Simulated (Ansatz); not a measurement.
## NiAu3: pressure against volume

NiAu3, Pm-3m, a = 3.983 Å. The structure is a Materials Project entry; whether it is the stable form wasn't checked. Ansatz: r2SCAN, PAW, 500 eV, Γ-centred 10×10×10 mesh on 4 atoms, Gaussian smearing 0.10 eV; collinear spin, largest moment 0.3 μB. Symmetry fixes shape and atoms, so the cell is only scaled; pressure is positive in compression.

| V (Å³/atom) | P (GPa) |
| --- | --- |
| 14.852 | 12.22 |
| 15.326 | 5.47 |
| 15.800 | 0.02 |
| 16.274 | -4.44 |
| 16.748 | ? |

Problem. Take V0 = 15.800 Å³/atom, count pressures from its P0 = 0.02 GPa, fit the third-order Birch–Murnaghan form to the other rows, and predict the missing pressure.

Solution. With the Eulerian strain f = ½[(V0/V)^(2/3) − 1] and y = (P − P0)/[3f(1 + 2f)^(5/2)], the form is the line y = B0 + 1.5 B0 (B0′ − 4) f. Rows (f, y): 0.02106, 174.2; 0.01026, 168.3; -0.00976, 160.0. Means f = 0.007187, y = 167.50; Σ(Δf)² = 0.0004891, ΣΔfΔy = 0.2225; the slope is their ratio. y = 164.2 + 454.9 f GPa, so B0 = 164.2 GPa and B0′ = 4 + 2 × (454.9)/(3 × 164.2) = 5.85. At V = 16.748, f = -0.01905, y = 155.53 and P = -8.05 GPa. The run gave -8.07 GPa, so the fit is 0.02 GPa too high, within twice the rms miss on the fitted rows (0.02 GPa). The form still works here, 33 % of the fitted range beyond its end. Note that the largest moment runs from 0.00 to 0.42 μB along the series.

The largest moment runs from 0.00 to 0.42 μB along the series, so B0 and B0′ hold the change of the moment too.

The state reached may not be the lowest one. Spin–orbit coupling is left out, which can shift energies with elements as heavy as these.

Cost: 5 runs of about 21 core-minutes in all, on Arm Neoverse V1 (shared hosts).